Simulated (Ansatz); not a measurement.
Theory: DFT PBE, scalar-relativistic, plane waves, PAW in Ansatz. Settings: cutoff 420 eV, Γ-centred meshes spaced at most about 0.3 Å⁻¹, and about 0.25 Å⁻¹ or finer for metals (2π included), Gaussian smearing. No spin polarisation in the final relaxations.

All energies are static (0 K, no zero-point motion).

Compare these two cells of Os₄C, each relaxed at this level.

1.

```cif
data_structure
_symmetry_space_group_name_H-M 'Pm-3m'
_symmetry_Int_Tables_number 221
_cell_length_a 4.0278
_cell_length_b 4.0278
_cell_length_c 4.0278
_cell_angle_alpha 90.000
_cell_angle_beta 90.000
_cell_angle_gamma 90.000
_cell_volume 65.34
loop_
_atom_site_label
_atom_site_type_symbol
_atom_site_symmetry_multiplicity
_atom_site_Wyckoff_symbol
_atom_site_fract_x
_atom_site_fract_y
_atom_site_fract_z
_atom_site_occupancy
Os1 Os 3 d 0.50000 0.00000 0.00000 1
Os2 Os 1 b 0.50000 0.50000 0.50000 1
C1 C 1 a 0.00000 0.00000 0.00000 1
```

2.

```cif
data_structure
_symmetry_space_group_name_H-M 'Fd-3m:1'
_symmetry_Int_Tables_number 227
_cell_length_a 8.1689
_cell_length_b 8.1689
_cell_length_c 8.1689
_cell_angle_alpha 90.000
_cell_angle_beta 90.000
_cell_angle_gamma 90.000
_cell_volume 545.11
loop_
_atom_site_label
_atom_site_type_symbol
_atom_site_symmetry_multiplicity
_atom_site_Wyckoff_symbol
_atom_site_fract_x
_atom_site_fract_y
_atom_site_fract_z
_atom_site_occupancy
Os1 Os 32 e 0.38792 0.88792 0.38792 1
C1 C 8 b 0.00000 0.00000 0.50000 1
```

Problem. Which is lower in energy, and by how much?

Solution. Cell 1 is lower, by 7 meV/atom. Cell 1 has space group Pm-3m (No. 221), 13.1 Å³/atom and no gap on its mesh; cell 2 has space group Fd-3m (No. 227), 13.6 Å³/atom and no gap. Counting Os atoms around C (those within 1.25 times the shortest such distance or 1.15 times the sum of covalent radii), cell 1 has C 6 and cell 2 has C 4. The denser one is the lower, and pressure would at first widen the difference. Even the lower one lies +0.68 eV/atom against the reference forms of the elements (uncorrected), so neither is stable at this level. In cell 1, Os on a site of symmetry 4/mmm has 2 C at 2.01 Å and 12 Os at 2.85 Å; Os on a site of symmetry m-3m is surrounded by 12 Os at 2.85 Å; around C lie 6 Os at 2.01 Å. In cell 2, Os has 1 C at 1.95 Å, 3 Os at 2.59 Å and 6 Os at 2.90 Å; around C lie 4 Os at 1.95 Å. Both come from invented guesses. A third cell relaxed alike, in P4mm, lies 53 meV/atom below the lower of the two; the Pm-3m cell fell into it when its atoms were moved at random.

The k mesh leaves some 4 meV/atom of noise in the energy of each metallic cell. These runs have no spin–orbit coupling, which can matter for Os. Cells relaxed within their symmetry can be saddle points.
